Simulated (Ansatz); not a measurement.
BeSe (CsCl type, Pm-3m) under volume change, the program Ansatz at the PBE level (PAW), scaled uniformly.

| V (Å³/atom) | E − E(relaxed) (meV/atom) | P (GPa) |
|---|---|---|
| 13.592 | (withheld) | (withheld) |
| 14.040 | 14.0 | 5.41 |
| 14.488 | 3.2 | 2.40 |
| 14.936 | 0.0 | 0.00 |
| 15.384 | (withheld) | (withheld) |
| 15.832 | 11.5 | -3.94 |
| 16.280 | 24.7 | -5.40 |

Q: What belongs in the gaps?

A: 
- 15.384, E − E(relaxed) (meV/atom): 3.0
- 15.384, P (GPa): -2.09
- 13.592, E − E(relaxed) (meV/atom): 33.9
- 13.592, P (GPa): 8.93

Q: What does a third-order Birch–Murnaghan fit give for V₀, B₀ and B′?

A: V₀ = 14.93 Å³/atom, B₀ = 76.3 GPa, B′ = 4.7.

A made-up cell: these elements were put on the sites of a structure type; neither database checked (COD, Materials Project) lists it. COD files the formula under space group No. 216, so this cell is another polymorph or a model. Its standing as an ambient phase is unchecked. Symmetry was held in the PBE relaxation; its stability against distortions is not shown here. Spin–orbit coupling is left out wherever it is not named.

Potentials: the earlier of the program's two PAW sets.
